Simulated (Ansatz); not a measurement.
Method: PBEsol, scalar-relativistic; no spin polarisation; PAW, 420 eV, 10×10×6 k-mesh, Gaussian smearing of 0.05 eV; code Ansatz; PAW files: Ansatz's generated set soft_2.

A compound XC has these computed properties.

* Space group: P6_3/mmc (No. 194)
* Conventional cell: a = 3.233 Å, b = 3.233 Å, c = 5.719 Å, α = 90.00°, β = 90.00°, γ = 120.00°
* Volume: 12.94 Å³/atom
* Band gap: zero (metallic)
* Density of states at the Fermi level: about 0.2 states/(eV·atom)
* f electrons (orthogonalised atomic orbitals): X 13.99
* Formation energy from the elements (0 K, uncorrected): -0.44 eV/atom
* Bulk modulus (Birch–Murnaghan): 221 GPa
* Pressure derivative B0′: 4.0

Sites: X on 2a, C on 2c.

**Question.** Which element is X?
A. Ta
B. Lu
C. W
D. Hf

**Answer.** D. X is Hf, so the compound is HfC.

The structure was built from a prototype; whether the compound forms in it isn't claimed.

Scalar-relativistic only: spin–orbit splittings of the heavy atoms' levels are missing.
